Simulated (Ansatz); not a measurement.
A trial cell of Al3B2As5, before relaxation:

```
CELL_PARAMETERS angstrom
-1.85878 1.85878 13.14353
1.85878 -1.85878 13.14353
1.85878 1.85878 -13.14353
ATOMIC_POSITIONS crystal
Al 0.20000 0.20000 0.00000
Al 0.80000 0.80000 0.00000
Al 0.00000 0.00000 0.00000
B 0.60000 0.60000 0.00000
B 0.40000 0.40000 0.00000
As 0.15000 0.65000 0.50000
As 0.75000 0.25000 0.50000
As 0.35000 0.85000 0.50000
As 0.95000 0.45000 0.50000
As 0.55000 0.05000 0.50000
```

These are results of Ansatz 0.2.0, DFT PBE, scalar-relativistic, plane waves, PAW, not measurements. Cutoff 420 eV, Gaussian smearing, Γ-centred meshes. Cell and atoms relax first on a coarse mesh and then on a converged one. In between, the cell is made exact in the group found at 0.06 Å. The steps can't lower the symmetry of their start. No spin polarisation.

A guess keeps its type if space group and coordination stay and the shape of the cell changes little (axis ratios within about 15 %, angles within 6°); the volume may change.

Question: Does this structure survive the relaxation?

Answer: It keeps its type. The symmetry stays I-4m2 (No. 119). The volume per atom grows by 7.2 %, from 18.2 to 19.5 Å³. The shortest distance goes from 2.28 Å (Al–As and B–As) to 2.20 Å (B–As). The ratio c/a of the conventional cell changes by a factor of 1.04. Counting neighbours within 15 % of an atom's shortest distance, the start has Al 4, As 4, B 4 and the end Al 4, As 4, B 4.

The last run used a 10×10×10 mesh for its 10-atom cell and Gaussian smearing of 0.02 eV. Symmetry constrained the relaxation, so the result can be a saddle point. Another cell of Al3B2As5 relaxed alike, in I-4m2, lies 27 meV/atom lower, so this cell isn't the stable form at this level.
